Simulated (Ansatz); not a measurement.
SrZrO$_{3}$:
```cif
data_O3SrZr
_chemical_formula_sum 'Sr1 Zr1 O3'
_space_group_name_H-M_alt 'P4mm'
_space_group_IT_number 99
_space_group_name_Hall 'P 4 -2'
_cell_length_a 4.11123
_cell_length_b 4.11123
_cell_length_c 4.19216
_cell_angle_alpha 90.000
_cell_angle_beta 90.000
_cell_angle_gamma 90.000
loop_
_atom_site_label
_atom_site_type_symbol
_atom_site_symmetry_multiplicity
_atom_site_Wyckoff_symbol
_atom_site_fract_x
_atom_site_fract_y
_atom_site_fract_z
_atom_site_occupancy
Sr1 Sr 1 b 0.50000 0.50000 0.55394 1
Zr1 Zr 1 a 0.00000 0.00000 0.00406 1
O1 O 1 a 0.00000 0.00000 0.48198 1
O2 O 2 c 0.00000 0.50000 0.95201 1
```

Relaxed with PBEsol. Plane-wave PAW PBEsol (Ansatz code) gives a gap of 3.35 eV.

### Question
What gap does HSE06 give on the same cell (Ansatz, PAW)?

### Answer
4.96 eV, 1.60 eV more. The hybrid was solved on a coarser mesh and at special points; its gap is the smallest among all of these.

| k | v1 PBEsol | c1 PBEsol | v1 HSE06 | c1 HSE06 |
|---|---|---|---|---|
| Γ | -0.29 | 3.35 | -0.41 | 4.96 |
| Z | -0.35 | 3.72 | … | … |
| M | -0.19 | 5.80 | … | … |
| A | 0.00 | 6.29 | … | … |
| R | 0.00 | 5.87 | 0.00 | 7.61 |
| X | -0.40 | 4.23 | … | … |

### Question
Top valence (v1) and lowest conduction level (c1) in eV from each method's valence maximum (which need not be a listed point): supply the withheld HSE06 values.

### Answer

- Z, v1 HSE06: -0.46
- Z, c1 HSE06: 5.35
- M, v1 HSE06: -0.19
- M, c1 HSE06: 7.52
- A, v1 HSE06: -0.01
- A, c1 HSE06: 7.99
- X, v1 HSE06: -0.54
- X, c1 HSE06: 5.84

Cost on shared cores: the PBEsol run (SCF on a 7×7×7 mesh, then bands and DOS) roughly 60 core-seconds, the HSE06 run (SCF on 4×4×4, then a few points) around 2.2 core-minutes (rough); the tasks are unlike.

The first step of the workflow began from a Materials Project structure, measured or hypothetical; the Crystallography Open Database copy checked does not list it. COD files the formula under space group No. 62, 63, 221, so this cell is another polymorph or a model. Whether it is the stable phase at ambient conditions was not checked. The PBEsol relaxation kept the symmetry of its start. At this level the phase is dynamically unstable (imaginary phonons). The run is not spin-polarised. Spin–orbit coupling is left out wherever it is not named.

Potentials: the later of the program's two PAW sets.
